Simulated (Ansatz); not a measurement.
This Si2P3 structure is the end of a relaxation. The cell was found from a structure generator's guess, not taken from experiment.

Method: DFT PBE, scalar-relativistic, plane waves, PAW in Ansatz 0.2.0. Cutoff 420 eV, Γ-centred mesh, Gaussian smearing, no spin polarisation.

```
CELL_PARAMETERS angstrom
1.79544 1.03660 17.43281
-1.79544 1.03660 17.43281
0.00000 -2.07320 17.43281
ATOMIC_POSITIONS crystal
Si 0.72387 0.72387 0.72387
Si 0.87710 0.87710 0.87710
Si 0.12290 0.12290 0.12290
Si 0.27613 0.27613 0.27613
P 0.37166 0.37166 0.37166
P 0.52046 0.52046 0.52046
P 0.47954 0.47954 0.47954
P 0.62834 0.62834 0.62834
P 0.76688 0.76688 0.76688
P 0.23312 0.23312 0.23312
```

The zero of energy is the elements' standard structures at the same level; no fitted shifts are applied. The references include black phosphorus.

Question: Find its symmetry and describe it.

Answer: R-3m (No. 166). Conventional cell: a = 3.591 Å, c = 52.298 Å. Si on its first site is surrounded by 4 P at 2.25–2.30 Å; around Si on its second site lie 6 P at 2.39–2.40 Å; around P on its first site lie 3 Si at 2.30 Å; P on its second site has 1 P at 2.14 Å and 3 Si at 2.40 Å; 1 more site not described.

Question: What is its formation energy per atom?

Answer: −0.08 eV/atom. Whether it is stable depends on the other phases of the system, which aren't compared here.

Question: Is it a metal?

Answer: There is no gap on the 12×12×12 mesh, but valence and conduction bands overlap by only 0.23 eV, so at this level it is a semimetal.

The last run used a 12×12×12 mesh for its 10-atom cell and Gaussian smearing of 0.10 eV. Weakly bound directions are ill-defined at this level, which has no dispersion term. The zero gap may come from the functional, which often closes small gaps, or the cell may be a true semimetal. The reference form of P is held partly by dispersion forces, which this level lacks. A later test with randomly moved atoms came back to the same energy, though modes that don't fit the test's cell weren't probed.
